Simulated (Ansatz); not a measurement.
**6 guesses for MgZnO4 and where they end**

All numbers below come from Ansatz 0.2.0, DFT PBE, scalar-relativistic, plane waves, PAW. Settings: cutoff 420 eV, Γ-centred meshes spaced at most about 0.3 Å⁻¹, and about 0.25 Å⁻¹ or finer for metals (2π included), Gaussian smearing. Collinear spin in cells that started with moments and kept them past the coarse steps, no spin elsewhere.

Each guess was relaxed in cell and atoms at zero pressure, within the symmetry of its start. These are static total energies at zero pressure. Coordination counts O atoms around Mg and Zn (those within 1.25 times the shortest such distance or 1.15 times the sum of covalent radii, 1.27 where that leaves under three; the shortest distance is added where it exceeds 1.18 times the sum of covalent radii).

```csv
guess,made from,start group,V start (Å³/atom),end group,V end (Å³/atom),coordination at the end,gap on mesh (eV),largest moment (μB),E over the lowest end (meV/atom)
1,PrDyC4 type,P4/mmm,9.7,P4/mmm,12.7,"Mg 8, Zn 8",0.90,-,0
2,ErAlCu4 type,P-6m2,11.4,P-6m2,11.2,"Mg 15 from 3.0 Å, Zn 6",0,0.7,1081
3,AgClO4 type,F-43m,11.0,F-43m,17.2,"Mg 4, Zn 12 from 3.0 Å",0,1.0,1259
4,TaCrO4 type,Cmmm,11.8,Cmmm,11.7,"Mg 6, Zn 6",0,0.9,131
5,YbNi4Au type,F-43m,11.1,F-43m,10.1,"Mg 12 from 2.6 Å, Zn 12 from 2.6 Å",0,-,1270
6,NaYF4 type,P4/mmm,9.7,?,?,?,?,?,?
```

Guess 6 as it starts:

```yaml
crystal:
  lattice:
    - [3.43512, 0.00000, 0.00000]
    - [0.00000, 3.43512, 0.00000]
    - [0.00000, 0.00000, 4.93016]
  atoms:
    - { symbol: Mg, position: [0.00000, 0.00000, 0.00000] }
    - { symbol: Zn, position: [0.50000, 0.50000, 0.50000] }
    - { symbol: O, position: [0.50000, 0.00000, 0.73387] }
    - { symbol: O, position: [0.00000, 0.50000, 0.26613] }
    - { symbol: O, position: [0.50000, 0.00000, 0.26613] }
    - { symbol: O, position: [0.00000, 0.50000, 0.73387] }
```

Task: Predict the end of this guess and its energy over the lowest end.

Result: It ends in Mg and Zn ordered on fluorite sites, space group P4/mmm (No. 123), with a = 3.541 Å, c = 4.989 Å, 10.4 Å³/atom and no gap; its coordination is Mg 8, Zn 8, with moments up to 0.9 μB. It lies 121 meV/atom over the lowest end, above guess 1 and below guess 4. Counting O atoms around Mg and Zn, this end and the lowest (guess 1) both have Mg 8, Zn 8. The lowest (guess 1) holds O–O pairs (shortest 1.56 Å, as in peroxide); in this end the shortest O–O distance is 2.49 Å.

```
CELL_PARAMETERS angstrom
3.54076 0.00000 0.00000
0.00000 3.54076 0.00000
0.00000 0.00000 4.98910
ATOMIC_POSITIONS crystal
Mg 0.00000 0.00000 0.00000
Zn 0.50000 0.50000 0.50000
O 0.50000 0.00000 0.75060
O 0.00000 0.50000 0.24940
O 0.50000 0.00000 0.24940
O 0.00000 0.50000 0.75060
```

Formation energies are uncorrected and refer to the elements' standard structures at the same level (O₂ as a molecule).

Task: Is the lowest end bound against the elements?

Result: Yes: its formation energy is −0.780 eV/atom. Whether it is stable depends on the other phases of the system, which aren't compared here.

The k mesh leaves some 4 meV/atom of noise in the energy of each metallic cell. Weakly bound directions are ill-defined at this level, which has no dispersion term (P4/mmm at 12.7 Å³/atom, F-43m at 17.2 Å³/atom), and this can change margins and order among such cells. Kohn–Sham gaps at this level usually fall short of measured ones. The magnetic state reached may not be the lowest. Cells relaxed within their symmetry can be saddle points. A lower structure may well exist outside this small set. Some types were kept out of the candidates beforehand, so the set may lack a known form.
